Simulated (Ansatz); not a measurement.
BN in space group P6_3/mmc (No. 194; B on 2d, N on 2c), a = b = 2.4883 Å, c = 6.4951 Å, α = β = 90.00°, γ = 120.00°.

Relaxed with LDA.

Task: Decompose the optical modes at the zone centre into irreducible representations, and say which are infrared and Raman allowed.

Result: Point group 6/mmm: Γ_opt = A2u + 2B1g + E1u + 2E2g. Infrared: A2u, E1u. Raman: E2g.

Task: Assign frequencies (DFPT, plane-wave PAW LDA (Ansatz code); without the LO–TO term).

Result: E2g 50, B1g 113, A2u 752, B1g 811, E2g 1386, E1u 1386 cm⁻¹.

Subscripts of B labels follow the axes of the standard setting.

Symmetry was held in the LDA relaxation; phonons on a q-mesh show no instability. A crystal of weakly bound layers computed without a dispersion correction: the cell and the soft elastic constants depend strongly on that.

Potentials: the earlier of the program's two PAW sets.
